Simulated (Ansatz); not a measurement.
Input:

Sr:
```
Sr
1.0
    0.00000     3.04964     3.04964
    3.04964     0.00000     3.04964
    3.04964     3.04964     0.00000
Sr
1
Direct
  0.00000   0.00000   0.00000
```

This is the r²SCAN-relaxed structure.

### Question
All from r²SCAN (plane waves, PAW; program Ansatz), unless another level is named. Give the Poisson's ratio.

### Answer
0.29.

### Question
Predict the elastic constants (relaxed ions, GPa).

### Answer
C11 = 15.1, C12 = 10.6, C44 = 11.2.

Space group Fm-3m (fcc (Cu type)). The r²SCAN relaxation kept the symmetry of its start. As this level gives no gap, shear constants depend on the k-mesh and smearing (Fermi–Dirac, 0.1 eV here).

Potentials: the earlier of the program's two PAW sets.
